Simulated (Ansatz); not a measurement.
Input, command and steps of an Ansatz relaxation.

```yaml
crystal:
  lattice:
    - [-3.0355174821, 3.0355174821, 2.5267682648]
    - [3.0355174821, -3.0355174821, 2.5267682648]
    - [3.0355174821, 3.0355174821, -2.5267682648]
  atoms:
    - { symbol: Al, position: [0.667, 0.167, 0.834] }
    - { symbol: Al, position: [0.167, 0.333, 0.5] }
    - { symbol: Al, position: [0.333, 0.833, 0.166] }
    - { symbol: Al, position: [0.833, 0.667, 0.5] }
    - { symbol: Nb, position: [0.25, 0.25, 0.0] }
    - { symbol: Nb, position: [0.75, 0.75, 0.0] }
basis:
  ecutwfc: 420
kpoints:
  mp_grid: { grid: [4, 4, 4] }
hamiltonian:
  xc: pbe
scf:
  occupations: { method: gaussian, width: 0.1 }
  lower_state_search: "off"
output:
  forces: true
  stress: true
  eigenvalues: true
relax:
  adjacent_minimum: "off"
  f_tol: 0.04
  max_steps: 70
  cell: { stress_tol: 0.4 }
```

```bash
ansatz run input.yaml --threads 1 --pin off --max-ram 2560MiB --backend cpu --events-out ev --progress --plain --runs-dir out
```

The calculation used DFT PBE, scalar-relativistic, plane waves, PAW (Ansatz).

Of 9 frames 9 are shown, positions in Å and forces in eV/Å; the SCF threshold varies from step to step. Steps run on the plane waves of an earlier cell, with a Pulay correction in the pressure. The basis is chosen afresh for the last frame, the zero of the energies, and at times for earlier ones too; energy and pressure step there, also at an unchanged geometry. Here that happened at step 9 (-7 meV/atom, 0.4 GPa); the frames before carry an error of that size.

```xyz
6
Lattice="-3.0355 3.0355 2.5268 3.0355 -3.0355 2.5268 3.0355 3.0355 -2.5268" Properties=species:S:1:pos:R:3:forces:R:3 pbc="T T T" step=1 free_energy_over_end_meV_per_atom=475.79 pressure_GPa=30.68
Al    1.0139    4.0494    0.0000   -0.2509   -0.2509    0.0000
Al    2.0217    1.0139    0.0000    0.2509   -0.2509    0.0000
Al    2.0217   -1.0139    2.5268    0.2509    0.2509    0.0000
Al    1.0139    2.0217    2.5268   -0.2509    0.2509    0.0000
Nb    0.0000    0.0000    1.2634    0.0000    0.0000    0.0000
Nb    0.0000    0.0000    3.7902    0.0000    0.0000    0.0000
6
Lattice="-3.1835 3.1835 2.5971 3.1835 -3.1835 2.5971 3.1835 3.1835 -2.5971" Properties=species:S:1:pos:R:3:forces:R:3 pbc="T T T" step=2 free_energy_over_end_meV_per_atom=213.10 pressure_GPa=10.84
Al    1.0667    4.2501    0.0000    0.1031    0.1031    0.0000
Al    2.1168    1.0667    0.0000   -0.1031    0.1031    0.0000
Al    2.1168   -1.0667    2.5971   -0.1031   -0.1031    0.0000
Al    1.0667    2.1168    2.5971    0.1031   -0.1031    0.0000
Nb    0.0000    0.0000    1.2986    0.0000    0.0000    0.0000
Nb    0.0000    0.0000    3.8957    0.0000    0.0000    0.0000
6
Lattice="-3.3314 3.3314 2.5995 3.3314 -3.3314 2.5995 3.3314 3.3314 -2.5995" Properties=species:S:1:pos:R:3:forces:R:3 pbc="T T T" step=3 free_energy_over_end_meV_per_atom=114.91 pressure_GPa=3.23
Al    1.2085    4.5399    0.0000    0.1809    0.1809    0.0000
Al    2.1229    1.2085    0.0000   -0.1809    0.1809    0.0000
Al    2.1229   -1.2085    2.5995   -0.1809   -0.1809    0.0000
Al    1.2085    2.1229    2.5995    0.1809   -0.1809    0.0000
Nb    0.0000    0.0000    1.2997    0.0000    0.0000    0.0000
Nb    0.0000    0.0000    3.8992    0.0000    0.0000    0.0000
6
Lattice="-3.4201 3.4201 2.6469 3.4201 -3.4201 2.6469 3.4201 3.4201 -2.6469" Properties=species:S:1:pos:R:3:forces:R:3 pbc="T T T" step=4 free_energy_over_end_meV_per_atom=64.76 pressure_GPa=0.45
Al    1.3962    4.8163    0.0000    0.1546    0.1546    0.0000
Al    2.0240    1.3962    0.0000   -0.1546    0.1546    0.0000
Al    2.0240   -1.3962    2.6469   -0.1546   -0.1546    0.0000
Al    1.3962    2.0240    2.6469    0.1546   -0.1546    0.0000
Nb    0.0000    0.0000    1.3235    0.0000    0.0000    0.0000
Nb    0.0000    0.0000    3.9704    0.0000    0.0000    0.0000
6
Lattice="-3.4255 3.4255 2.7631 3.4255 -3.4255 2.7631 3.4255 3.4255 -2.7631" Properties=species:S:1:pos:R:3:forces:R:3 pbc="T T T" step=5 free_energy_over_end_meV_per_atom=25.39 pressure_GPa=-1.67
Al    1.5508    4.9763    0.0000    0.1350    0.1350    0.0000
Al    1.8747    1.5508    0.0000   -0.1350    0.1350    0.0000
Al    1.8747   -1.5508    2.7631   -0.1350   -0.1350    0.0000
Al    1.5508    1.8747    2.7631    0.1350   -0.1350    0.0000
Nb    0.0000    0.0000    1.3815    0.0000    0.0000    0.0000
Nb    0.0000    0.0000    4.1446    0.0000    0.0000    0.0000
6
Lattice="-3.3964 3.3964 2.8387 3.3964 -3.3964 2.8387 3.3964 3.3964 -2.8387" Properties=species:S:1:pos:R:3:forces:R:3 pbc="T T T" step=6 free_energy_over_end_meV_per_atom=11.36 pressure_GPa=-2.39
Al    1.6916    5.0881    0.0000    0.0066    0.0066    0.0000
Al    1.7048    1.6916    0.0000   -0.0066    0.0066    0.0000
Al    1.7048   -1.6916    2.8387   -0.0066   -0.0066    0.0000
Al    1.6916    1.7048    2.8387    0.0066   -0.0066    0.0000
Nb    0.0000    0.0000    1.4193    0.0000    0.0000    0.0000
Nb    0.0000    0.0000    4.2580    0.0000    0.0000    0.0000
6
Lattice="-3.3616 3.3616 2.7980 3.3616 -3.3616 2.7980 3.3616 3.3616 -2.7980" Properties=species:S:1:pos:R:3:forces:R:3 pbc="T T T" step=7 free_energy_over_end_meV_per_atom=7.51 pressure_GPa=0.98
Al    1.6798    5.0414    0.0000    0.0008    0.0008    0.0000
Al    1.6818    1.6798    0.0000   -0.0008    0.0008    0.0000
Al    1.6818   -1.6798    2.7980   -0.0008   -0.0008    0.0000
Al    1.6798    1.6818    2.7980    0.0008   -0.0008    0.0000
Nb    0.0000    0.0000    1.3990    0.0000    0.0000    0.0000
Nb    0.0000    0.0000    4.1970    0.0000    0.0000    0.0000
6
Lattice="-3.3716 3.3716 2.8096 3.3716 -3.3716 2.8096 3.3716 3.3716 -2.8096" Properties=species:S:1:pos:R:3:forces:R:3 pbc="T T T" step=8 free_energy_over_end_meV_per_atom=6.91 pressure_GPa=-0.03
Al    1.6860    5.0576    0.0000   -0.0001   -0.0001    0.0000
Al    1.6857    1.6860    0.0000    0.0001   -0.0001    0.0000
Al    1.6857   -1.6860    2.8096    0.0001    0.0001    0.0000
Al    1.6860    1.6857    2.8096   -0.0001    0.0001    0.0000
Nb    0.0000    0.0000    1.4048    0.0000    0.0000    0.0000
Nb    0.0000    0.0000    4.2143    0.0000    0.0000    0.0000
6
Lattice="-3.3716 3.3716 2.8096 3.3716 -3.3716 2.8096 3.3716 3.3716 -2.8096" Properties=species:S:1:pos:R:3:forces:R:3 pbc="T T T" step=9 free_energy_over_end_meV_per_atom=0.00 pressure_GPa=0.34
Al    1.6860    5.0576    0.0000   -0.0001   -0.0001    0.0000
Al    1.6857    1.6860    0.0000    0.0001   -0.0001    0.0000
Al    1.6857   -1.6860    2.8096    0.0001    0.0001    0.0000
Al    1.6860    1.6857    2.8096   -0.0001    0.0001    0.0000
Nb    0.0000    0.0000    1.4048    0.0000    0.0000    0.0000
Nb    0.0000    0.0000    4.2143    0.0000    0.0000    0.0000
```

The start puts this composition into another compound's structure type, which needn't suit it. The cell swells from 15.5 to 21.3 Å³ an atom, so the end can be far from any stable crystal. At the end the space group is P4/mmm (tolerance 0.05 Å).

The run took 12 s on 1 thread of Intel(R) Xeon(R) 6975P-C (Granite Rapids), with other jobs on the host, peak memory 0.42 GiB.

The k mesh is coarse.